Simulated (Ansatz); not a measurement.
The start is a generated trial cell of Nb in the omega structure type. The cell and all atomic positions are relaxed at zero pressure with r2SCAN (plane waves to 500 eV, PAW, scalar-relativistic; Ansatz, a first-principles code). The first steps use a coarse 8×8×11 k-mesh.

The start:
```yaml
crystal:
  lattice:
    - [4.66187, 0.00000, 0.00000]
    - [-2.33093, 4.03730, 0.00000]
    - [0.00000, 0.00000, 2.83542]
  atoms:
    - { symbol: Nb, position: [0.00000, 0.00000, 0.00000] }
    - { symbol: Nb, position: [0.33333, 0.66667, 0.50000] }
    - { symbol: Nb, position: [0.66667, 0.33333, 0.50000] }
```

What pressure does the first self-consistent step give?

+5.8 GPa (positive: the cell is compressed).

How much energy is released per atom?

0.11 eV/atom.

How do the shortest distances between atoms change?

The closest pairs of elements (up to four, under 3.6 Å), start → end: Nb–Nb 2.69 → 2.67 Å.

Is the relaxed structure metallic? Give its gap.

No gap (metallic).

Give the final cell and atomic positions.


```cif
data_Nb3
_chemical_formula_sum 'Nb3'
_space_group_name_H-M_alt 'P6/mmm'
_space_group_IT_number 191
_space_group_name_Hall '-P 6 2'
_cell_length_a 4.88215
_cell_length_b 4.88215
_cell_length_c 2.66917
_cell_angle_alpha 90.000
_cell_angle_beta 90.000
_cell_angle_gamma 120.000
loop_
_atom_site_label
_atom_site_type_symbol
_atom_site_symmetry_multiplicity
_atom_site_Wyckoff_symbol
_atom_site_fract_x
_atom_site_fract_y
_atom_site_fract_z
_atom_site_occupancy
Nb1 Nb 1 a 0.00000 0.00000 0.00000 1
Nb2 Nb 2 d 0.33333 0.66667 0.50000 1
```

The space group stays P6/mmm (No. 191) (the run could not lower it), with 3 atoms in the primitive cell. Final values are on a 11×11×17 k-mesh of the relaxed cell. No spin polarisation in the result.

The run could not lose the symmetry of its start, so the end can be a saddle point.

All atoms sit on sites fixed by symmetry, so only the cell could relax.

The relaxed structure here is a generated cell of Nb: the first start was made by placing the elements on the sites of a structure type, and the end was not matched to a known phase here, so it may be hypothetical. Known forms of Nb include space group No. 229.
